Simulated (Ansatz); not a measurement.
GaIr (CsCl type)

```yaml
crystal:
  lattice:
    - [2.99840, 0.00000, 0.00000]
    - [0.00000, 2.99840, 0.00000]
    - [0.00000, 0.00000, 2.99840]
  atoms:
    - { symbol: Ga, position: [0.00000, 0.00000, 0.00000] }
    - { symbol: Ir, position: [0.50000, 0.50000, 0.50000] }
```

The slice is a {210} plane (indices of the conventional cell) through the point (0.500, 0.500, 0.500) (fractional), spanned by u = [100] and v = [021] in vectors of this cell: u (3.00 Å) and v (6.70 Å, at 90° to u). It covers one period; positions are fractions (u, v).

All values below come from LDA (plane waves to 420 eV, PAW, scalar-relativistic; Ansatz, a program for electronic structure). k mesh 15×15×15. Inside the PAW spheres the values are not all-electron values, and peaks at nuclei hang on which shells count as valence. GaIr is run without spin polarisation. GaIr was relaxed with its symmetry unable to fall. Spin-orbit coupling is left out, though Ir is heavy.

Q: Sketch the electrostatic potential energy of an electron, from the cell's mean on this plane as a map.

A: 
```tsv
v \ u	0.00	0.14	0.29	0.43	0.57	0.71	0.86
0.88	x	x	6.3	9.9	9.9	6.3	x
0.75	11.4	9.8	x	x	x	x	9.8
0.62	9.6	9.0	4.6	x	x	4.6	9.0
0.50	10.5	11.0	11.4	10.9	10.9	11.4	11.0
0.38	9.6	9.0	4.6	x	x	4.6	9.0
0.25	11.4	9.8	x	x	x	x	9.8
0.12	x	x	6.3	9.9	9.9	6.3	x
0.00	x	x	x	8.8	8.8	x	x
```

Values: electrostatic potential energy of an electron, from the cell's mean, in eV. Points within 1 Å of a nucleus are blanked (x), as the pseudised field means little there. Values under 3 eV are set to 3. The zero, the cell's mean, hangs on the PAW cores.
